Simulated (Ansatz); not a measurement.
Polymorphs of SnGe$_{3}$, each relaxed with DFT-PBE in the program Ansatz with PAW potentials:

A: I4/mmm
a = b = 4.478 Å, c = 8.637 Å, α = β = γ = 90.00°

```json
[
 {"atom": "Sn", "site": "2a", "symmetry": "4/mmm", "x": "0.0000", "y": "0.0000", "z": "0.0000"},
 {"atom": "Ge", "site": "4d", "symmetry": "-4m2", "x": "0.0000", "y": "0.5000", "z": "0.2500"},
 {"atom": "Ge", "site": "2b", "symmetry": "4/mmm", "x": "0.0000", "y": "0.0000", "z": "0.5000"}
]
```

B: P-4m2
a = 4.232 Å, b = 4.232 Å, c = 6.014 Å, α = 90.00°, β = 90.00°, γ = 90.00°

| atom | site | symmetry | x | y | z |
|---|---|---|---|---|---|
| Ge | 2g | 2mm. | 0.0000 | 0.5000 | 0.2327 |
| Ge | 1a | -4m2 | 0.0000 | 0.0000 | 0.0000 |
| Sn | 1c | -4m2 | 0.5000 | 0.5000 | 0.5000 |

Task: Rank these by energy per atom at 0 K (lowest first), as PBE gives it.

Result: B (+0 meV/atom), A (+247 meV/atom)

Typed or built starts, not in the databases checked: B. Standing as an ambient phase not checked: A. All cells were relaxed under the symmetry of their starts (and spin orders); stability against distortions was not tested throughout. Scalar-relativistic: spin–orbit coupling is off unless named, which matters more the heavier the elements.

Energies hold the estimated change up to a 700 eV cutoff; steps of a few meV lie near the error of the meshes.

Potentials: the later of the program's two PAW sets.
